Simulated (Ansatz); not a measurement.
Relaxed La (dhcp type, space group P6_3/mmc):

```
CELL_PARAMETERS angstrom
      7.54069     0.00000     0.00000
     -1.88517     3.26522     0.00000
      0.00000     0.00000    12.08097
ATOMIC_POSITIONS crystal
  La 0.00000 0.00000 0.00000
  La 0.50000 0.00000 0.00000
  La 0.00000 0.00000 0.50000
  La 0.50000 0.00000 0.50000
  La 0.16667 0.66667 0.25000
  La 0.66667 0.66667 0.25000
  La 0.33333 0.33333 0.75000
  La 0.83333 0.33333 0.75000
```

A phonon eigenvector at M = (0.5, 0.0, 0.0) is frozen into this cell: atom i moves by Q times the vector below, so Q is the largest atomic displacement, in Å. The cell is held. (q is in reciprocal vectors of the primitive cell; the cell shown is doubled to hold the pattern.)

| atom | x | y | z |
|---|---|---|---|
| La1 | -0.114 | -0.066 | -0.991 |
| La2 | 0.114 | 0.066 | 0.991 |
| La3 | -0.114 | -0.066 | 0.991 |
| La4 | 0.114 | 0.066 | -0.991 |
| La5 | -0.440 | -0.254 | 0.000 |
| La6 | 0.440 | 0.254 | 0.000 |
| La7 | 0.440 | 0.254 | 0.000 |
| La8 | -0.440 | -0.254 | 0.000 |

Computed with PBE (plane waves to 420 eV, PAW, scalar-relativistic; Ansatz, an electronic-structure program). k mesh 7×14×4 (Γ-centred), Fermi-Dirac smearing 0.05 eV. Energies are smeared free energies. With partly filled bands, energies and forces of such displacements shift with the k mesh and the smearing. La is run without spin polarisation. La was relaxed with its symmetry unable to fall. The zero of ΔE is the undisplaced structure.

| Q (Å) | ΔE (meV/cell) |
|---|---|
| -0.280 | 181 |
| -0.187 | 71 |
| -0.093 | 15 |
| 0.000 | 0 |
| 0.093 | 15 |
| 0.187 | 71 |
| 0.280 | 181 |

Question: Which DFPT wavenumber at M = (0.5, 0.0, 0.0) belongs to this mode?
A. 99 cm⁻¹
B. 59 cm⁻¹
C. 36 cm⁻¹
D. 75 cm⁻¹

Answer: C, 36 cm⁻¹. The curvature of the scan gives 36 cm⁻¹

(A displaced cell: forces are minus the slopes of the energy, force constants its curvatures, and phonons follow from these.)
